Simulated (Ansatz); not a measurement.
5 guesses for B₄MoRu and where they end

Computed with DFT PBE, scalar-relativistic, plane waves, PAW (Ansatz). Settings: cutoff 420 eV, Γ-centred meshes spaced at most about 0.3 Å⁻¹, and about 0.25 Å⁻¹ or finer for metals (2π included), Gaussian smearing. Collinear spin in cells that started with moments and kept them past the coarse steps, no spin elsewhere.

Each guess was relaxed in cell and atoms at zero pressure, within the symmetry of its start. All energies are static (0 K, no zero-point motion). Coordination counts B atoms around Mo and Ru (those within 1.25 times the shortest such distance or 1.15 times the sum of covalent radii; a plus sign parts nearer from farther groups; the shortest distance is added where it is long for a bond).

| guess | made from | start group | V start (Å³/atom) | end group | V end (Å³/atom) | coordination at the end | gap on mesh (eV) | largest moment (μB) | E over the lowest end (meV/atom) |
| --- | --- | --- | --- | --- | --- | --- | --- | --- | --- |
| 1 | CrIrO4 type | Cmmm | 10.2 | Cmmm | 13.3 | Mo 6, Ru 6 | 0 | - | 1293 |
| 2 | TbInPt4 type | F-43m | 9.8 | F-43m | 8.6 | Mo 12, Ru 12 | 0 | - | 626 |
| 3 | TiNbB4 type | P6/mmm | 9.1 | P6/mmm | 8.7 | Mo 12, Ru 12 | 0 | - | 0 |
| 4 | random cell | F-43m | 11.4 | F-43m | 14.6 | Mo 4, Ru 12 from 3.0 Å | 0 | 2.2 | 1472 |
| 5 | CeGaCu4 type | Cmmm | 9.7 | ? | ? | ? | ? | ? | ? |

Guess 5 as it starts:

```yaml
crystal:
  lattice:
    - [2.18108, -3.78046, 0.00000]
    - [2.18108, 3.78046, 0.00000]
    - [0.00000, 0.00000, 3.53503]
  atoms:
    - { symbol: B, position: [0.17008, 0.82992, 0.00000] }
    - { symbol: B, position: [0.82992, 0.17008, 0.00000] }
    - { symbol: B, position: [0.00000, 0.50000, 0.50000] }
    - { symbol: B, position: [0.50000, 0.00000, 0.50000] }
    - { symbol: Mo, position: [0.50000, 0.50000, 0.00000] }
    - { symbol: Ru, position: [0.00000, 0.00000, 0.50000] }
```

Q: Fill in the missing row: what does this guess relax into, and where does it rank?

A: It ends in space group Cmmm (No. 65), with a = 4.859 Å, b = 7.616 Å, c = 2.911 Å, 9.0 Å³/atom and no gap, without spin. It lies 0.37 eV/atom over the lowest end, above guess 3 and below guess 2. Counting B atoms around Mo and Ru, this end has Mo 2+8, Ru 8 and the lowest (guess 3) has Mo 12, Ru 12. This end and the lowest (guess 3) both hold B–B nets.

```cif
data_structure
_symmetry_space_group_name_H-M 'P 1'
_symmetry_Int_Tables_number 1
_cell_length_a 4.5171
_cell_length_b 4.5171
_cell_length_c 2.9111
_cell_angle_alpha 90.000
_cell_angle_beta 90.000
_cell_angle_gamma 114.931
_cell_volume 53.86
loop_
_atom_site_label
_atom_site_type_symbol
_atom_site_fract_x
_atom_site_fract_y
_atom_site_fract_z
_atom_site_occupancy
B1 B 0.21131 0.78869 0.00000 1
B2 B 0.78869 0.21131 0.00000 1
B3 B 0.00000 0.50000 0.50000 1
B4 B 0.50000 0.00000 0.50000 1
Mo1 Mo 0.50000 0.50000 0.00000 1
Ru1 Ru 0.00000 0.00000 0.50000 1
```

The zero of energy is the elements' standard structures at the same level; no fitted shifts are applied.

Q: Is the lowest end bound against the elements?

A: Yes: its formation energy is −0.09 eV/atom. It lies below the elements, which doesn't yet make it stable against other compounds or structures.

A magnetic state wasn't ruled out in cells without spin, among them Cmmm at 13.3 Å³/atom. The magnetic state reached may not be the lowest. Cells relaxed within their symmetry can be saddle points. A lower structure may well exist outside this small set. Some structure types and database cells were kept out of the candidates from the start, so a known form may be missing.
